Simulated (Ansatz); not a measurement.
SnS2:
```
SnS2
1.0
    0.00000     5.17911     5.17911
    5.17911     0.00000     5.17911
    5.17911     5.17911     0.00000
Sn S
4 8
Direct
  0.12500   0.62500   0.62500
  0.62500   0.62500   0.12500
  0.62500   0.12500   0.62500
  0.62500   0.62500   0.62500
  0.87005   0.37665   0.37665
  0.87335   0.87335   0.37995
  0.37665   0.87005   0.37665
  0.87335   0.87335   0.87335
  0.37665   0.37665   0.37665
  0.87335   0.37995   0.87335
  0.37665   0.37665   0.87005
  0.37995   0.87335   0.87335
```

Relaxed with PBEsol.

Task: Map the electron localisation function on the plane through (0.125, 0.625, 0.625) spanned by u = [1, 0, 0] and v = [0, 1, -1] in lattice vectors, from PBEsol (plane waves, PAW; program Ansatz).

Result: x is the fraction of u, y of v (the angle between them is 90°; rows are the nearest grid lines); atoms in the plane: Sn at (0.00, 0.00), Sn at (0.50, 0.00), S at (0.75, 0.25), S at (0.25, 0.25), S at (0.75, 0.75), S at (0.25, 0.75).
```
y \ x   0.000  0.0811  0.189  0.270  0.351  0.459  0.541  0.649  0.730  0.811  0.919   1.00
------  -----  ------  -----  -----  -----  -----  -----  -----  -----  -----  -----  -----
1.00    0.001   0.118  0.195  0.131  0.230  0.003  0.003  0.230  0.131  0.196  0.118  0.001
0.919   0.118   0.250  0.566  0.591  0.389  0.169  0.169  0.390  0.591  0.566  0.250  0.118
0.838   0.219   0.471  0.855  0.757  0.855  0.256  0.256  0.855  0.757  0.855  0.471  0.219
0.757   0.094   0.636  0.526  0.005  0.840  0.229  0.229  0.839  0.009  0.526  0.635  0.094
0.703   0.044   0.591  0.783  0.536  0.854  0.156  0.157  0.854  0.536  0.783  0.590  0.044
0.622   0.017   0.322  0.870  0.901  0.785  0.057  0.057  0.785  0.901  0.870  0.323  0.017
0.541   0.005   0.023  0.161  0.204  0.099  0.008  0.008  0.099  0.204  0.161  0.023  0.005
0.459   0.005   0.023  0.161  0.204  0.099  0.008  0.008  0.099  0.204  0.161  0.023  0.005
0.378   0.017   0.322  0.870  0.901  0.785  0.057  0.057  0.785  0.901  0.870  0.323  0.017
0.297   0.044   0.591  0.783  0.536  0.854  0.156  0.157  0.854  0.536  0.783  0.590  0.044
0.243   0.094   0.636  0.526  0.005  0.840  0.229  0.229  0.839  0.009  0.526  0.635  0.094
0.162   0.219   0.471  0.855  0.757  0.855  0.256  0.256  0.855  0.757  0.855  0.471  0.219
0.0811  0.118   0.250  0.566  0.591  0.389  0.169  0.169  0.390  0.591  0.566  0.250  0.118
0.000   0.001   0.118  0.195  0.131  0.230  0.003  0.003  0.230  0.131  0.196  0.118  0.001
```

The density is the valence pseudo-density with augmentation charge, so density and ELF within about 1 Å of a nucleus are not all-electron values.

Space group Fd-3m. The workflow started from a Materials Project entry (that database holds measured and hypothetical structures alike); the Crystallography Open Database copy checked does not list it. It is not the phase usual at ambient conditions (space group No. 164). The PBEsol relaxation kept the symmetry of its start; its stability against distortions is not shown here. Spin–orbit coupling is left out wherever it is not named.

Potentials: the later of the program's two PAW sets.
